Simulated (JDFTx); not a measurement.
System: chlorotrifluoromethane, CClF3 (SMILES FC(F)(F)Cl), charge 0, multiplicity 1; geometry: optimised with GFN2-xTB in vacuum (no frequencies checked; largest PBE force component 1.3 eV/Å). Coordinates in Å:
```xyz
5

F     -1.121    -0.725    -1.063
C     -0.653    -0.241     0.075
F     -1.121     0.986     0.226
F     -1.120    -0.986     1.063
Cl     1.121    -0.241     0.075
```

Level of theory: PBE, GBRV ultrasoft potentials, plane waves to 20/100 Ha; code: JDFTx (a modified build). Liquid: CANDLE, water, 1 M NaCl. The liquid run sits in a periodic box with 4.5 Å from the outermost atoms to the faces; the vacuum run is isolated. The box matters at about 0.01 eV. ΔG_solv is the difference of the two single-point energies, liquid minus vacuum; no corrections are added.

```json
{
  "solvation_energy": "8.4 kJ/mol",
  "part: cavitation term of the fluid": "41 kJ/mol",
  "part: dispersion term of the fluid": "-29 kJ/mol",
  "part: electrostatic term of the fluid": "-3.3 kJ/mol",
  "part: distortion of the solute's electrons": "0.4 kJ/mol",
  "dipole_moment_in_vacuum": "0.33 D",
  "dipole_moment_in_the_liquid": "0.51 D",
  "highest occupied level in vacuum (zero: vacuum level)": "-8.55 eV",
  "highest occupied level in the liquid (zero: bulk electrolyte)": "-8.33 eV",
  "volume of the model's cavity": "201.7 Å³",
  "rough_cost_vacuum_and_liquid_run": "4 min and 3 min of core time"
}
```
